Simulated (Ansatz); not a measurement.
Ga$_{2}$O$_{3}$:
```
CELL_PARAMETERS angstrom
      1.38669    -4.62000     0.00000
      1.38669     4.62000     0.00000
      0.00000     0.00000     7.19665
ATOMIC_POSITIONS crystal
  Ga 0.24699 0.75301 0.25000
  Ga 0.75301 0.24699 0.75000
  Ga 0.00000 0.00000 0.50000
  Ga 0.00000 0.00000 0.00000
  O  0.36324 0.63676 0.92392
  O  0.63676 0.36324 0.07608
  O  0.63676 0.36324 0.42392
  O  0.36324 0.63676 0.57608
  O  0.10676 0.89324 0.75000
  O  0.89324 0.10676 0.25000
```

Cartesian axes are those of the cell as given.

Problem. Give the high-frequency dielectric tensor and the Born effective charge tensors of the independent atoms from DFPT, r²SCAN (plane waves, PAW; program Ansatz).

Solution. 
ε∞:
```
4.65  0.00  0.00
0.00  4.41  0.00
0.00  0.00  4.44
```
Z* of atom 1 (Ga), rows: field, columns: displacement, in e:
```
3.74  0.00  0.00
0.00  3.33  0.00
0.00  0.00  3.56
```
Z* of atom 3 (Ga), rows: field, columns: displacement, in e:
```
 3.41   0.00   0.00
 0.00   3.39  -0.39
 0.00   0.04   3.21
```
Z* of atom 5 (O), rows: field, columns: displacement, in e:
```
-2.60   0.00   0.00
 0.00  -2.23   0.35
 0.00   0.53  -2.16
```
Z* of atom 9 (O), rows: field, columns: displacement, in e:
```
-1.95   0.00   0.00
 0.00  -2.26   0.00
 0.00   0.00  -2.44
```

Static charges for comparison (Bader): Ga1 +2.00, Ga3 +2.00, O5 -1.35, O9 -1.31 e. Born charges measure polarisation by displacement and can exceed these by far.

Space group Cmcm. The first step of the workflow began from a Materials Project structure, measured or hypothetical; the Crystallography Open Database copy checked does not list it. It is not the phase usual at ambient conditions (space group No. 12, 167). Symmetry was held in the r²SCAN relaxation. At this level the phase is dynamically unstable (imaginary phonons). Spin–orbit coupling is left out wherever it is not named.

Potentials: the later of the program's two PAW sets.
